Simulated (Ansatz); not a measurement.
Input and command of a calculation in Ansatz (plane waves; scalar-relativistic PAW potentials unless the input names others):

```yaml
crystal:
  lattice:
    - [3.0584217968, -2.9e-09, 0.0]
    - [-1.5292108959, 2.6486709729, 0.0]
    - [0.0, 0.0, 10.0121483156]
  atoms:
    - { symbol: Si, position: [0.6666666667, 0.3333333333, 0.9378414641] }
    - { symbol: Si, position: [0.3333333333, 0.6666666667, 0.4378414641] }
    - { symbol: Si, position: [0.0, 0.0, 0.6879005792] }
    - { symbol: Si, position: [0.0, 0.0, 0.1879005792] }
    - { symbol: C, position: [0.6666666667, 0.3333333333, 0.749807778] }
    - { symbol: C, position: [0.3333333333, 0.6666666667, 0.249807778] }
    - { symbol: C, position: [0.0, 0.0, 0.5004491787] }
    - { symbol: C, position: [0.0, 0.0, 0.0004491787] }
basis:
  ecutwfc: 420
kpoints:
  mp_grid: { grid: [12, 12, 4] }
hamiltonian:
  xc: lda
scf:
  occupations: { method: gaussian, width: 0.02 }
  max_iter: 3
output:
  forces: true
  eigenvalues: true
  stress: true
```

```bash
ansatz run input.yaml --threads 4 --pin off --max-ram 8192MiB --backend cpu --events-out ev --progress --plain --runs-dir out
```

Abridged log:
```
Basis set: ecut = 420 eV, 1569 PW (Γ)
Bands: 24, of which v1, the nominal top of the filled ones, is band 16 counted from 1 (15 counted from 0)
Symmetry: 12 space group operations
k-points: 57 of 576 (time reversal used)
SCF iter   1: F=—  HF=-3408.828960 eV  |F-HF|=—  |Δ(HF+E_count)|=         —  Δρ=7.68e-3  dr2=4.92e-2  ethr=1.77e-3  ⟨swp⟩=5.4  Hψ=15171  notcnv=0
SCF iter   2: F=—  HF=-3408.814049 eV  |F-HF|=—  |Δ(HF+E_count)|=   1.49e-2  Δρ=2.77e-3  dr2=2.78e-3  ethr=1.54e-4  ⟨swp⟩=5.7  Hψ=8783  notcnv=0
SCF iter   3: F=—  HF=-3408.813339 eV  |F-HF|=—  |Δ(HF+E_count)|=   7.10e-4  Δρ=8.81e-4  dr2=2.59e-4  ethr=8.67e-6  ⟨swp⟩=3.9  Hψ=6999  notcnv=0
```

Find the fault.

The fault is too few SCF iterations (scf.max_iter: not typed → 3, the first being the value of the sound run). Setting it back cures it. The log, from which this was withheld above, says: «Error: did not converge after 3 iterations: dr2 = 2.59e-4 (threshold 1.00e-7), under the density mixer `msr1`, which `scf.mixing.algorithm: auto` chose by the deck's other keys (type `scf.mixing.algorithm: msr1` to keep it); raise `scf.max_iter`, which need not help a stalled SCF, or adjust the mixing (`scf.mixing`) or, under a smearing, its width (`scf.occupations.width` …» The run stopped without converging. A reference run on usual settings, whose relaxation ended at this geometry, converged, and the end of its own relaxation has pressure 0.00 GPa, largest force 0.000 eV/Å, gap on the mesh 2.18 eV.

The run took 5.2 s on 4 threads of Arm Neoverse N1, with other jobs on the host, peak memory 0.34 GiB.